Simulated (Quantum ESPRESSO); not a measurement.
Band energies of Ba₂MgWO₆

```xyz
10
Lattice="0.0000 4.1182 4.1182 4.1182 0.0000 4.1182 4.1182 4.1182 0.0000" Properties=species:S:1:pos:R:3 pbc="T T T"
O      4.1182     4.1182     6.2705
O      4.1182     4.1182     1.9659
O      6.2705     4.1182     4.1182
O      1.9659     4.1182     4.1182
O      4.1182     6.2705     4.1182
O      4.1182     1.9659     4.1182
Mg     4.1182     4.1182     4.1182
Ba     6.1773     6.1773     6.1773
Ba     2.0591     2.0591     2.0591
W      0.0000     0.0000     0.0000
```

PBEsol (pw.x of Quantum ESPRESSO, ONCV potentials, scalar-relativistic); path ΓXWKΓLUWLK,UX; energies in eV from the valence-band maximum.

```csv
k (1/Å),point,band 36,band 37,band 38,band 39,band 40,band 41,band 42,band 43
0.00,Γ,-0.32,-0.32,0.00,0.00,0.00,3.00,3.00,3.00
0.19,,-0.42,-0.42,-0.11,-0.11,-0.01,2.96,3.14,3.14
0.38,,-0.64,-0.64,-0.37,-0.37,-0.02,2.86,3.44,3.44
0.76,X,-0.96,-0.96,-0.78,-0.78,-0.05,2.73,3.79,3.79
0.76,W,-1.15,-1.10,-0.91,-0.39,-0.39,3.26,3.26,3.79
1.03,K,-0.98,-0.81,-0.78,-0.74,-0.20,2.99,3.61,3.67
1.23,,-1.02,-0.67,-0.54,-0.48,-0.39,3.23,3.37,3.48
1.44,,-0.72,-0.57,-0.33,-0.30,-0.21,3.15,3.27,3.28
1.84,Γ,-0.32,-0.32,0.00,0.00,0.00,3.00,3.00,3.00
2.01,,-0.36,-0.36,-0.07,-0.07,-0.04,3.04,3.07,3.07
2.34,,-0.55,-0.55,-0.43,-0.43,-0.29,3.19,3.28,3.28
2.50,L,-0.57,-0.57,-0.54,-0.54,-0.38,3.23,3.31,3.31
2.97,U,-0.98,-0.81,-0.78,-0.74,-0.20,2.99,3.61,3.67
2.97,W,-1.15,-1.10,-0.91,-0.39,-0.39,3.26,3.26,3.79
3.24,,-0.92,-0.72,-0.69,-0.45,-0.39,3.25,3.28,3.56
3.37,,-0.66,-0.60,-0.58,-0.52,-0.39,3.24,3.30,3.38
3.51,L,-0.57,-0.57,-0.54,-0.54,-0.38,3.23,3.31,3.31
3.63,,-0.64,-0.58,-0.57,-0.53,-0.38,3.23,3.32,3.36
3.74,,-0.87,-0.65,-0.62,-0.56,-0.35,3.18,3.40,3.47
3.98,K,-0.98,-0.81,-0.78,-0.74,-0.20,2.99,3.61,3.67
3.98,U,-0.98,-0.81,-0.78,-0.74,-0.20,2.99,3.61,3.67
4.25,X,-0.96,-0.96,-0.78,-0.78,-0.05,2.73,3.79,3.79
```

The PBEsol gap is indirect, 2.73 eV, from Γ to X; the smallest direct gap is 2.78 eV.

Spin-orbit coupling is left out, which matters for elements this heavy: edges can move by tenths of an eV.

Geometry of the Materials Project entry, not relaxed at this level.
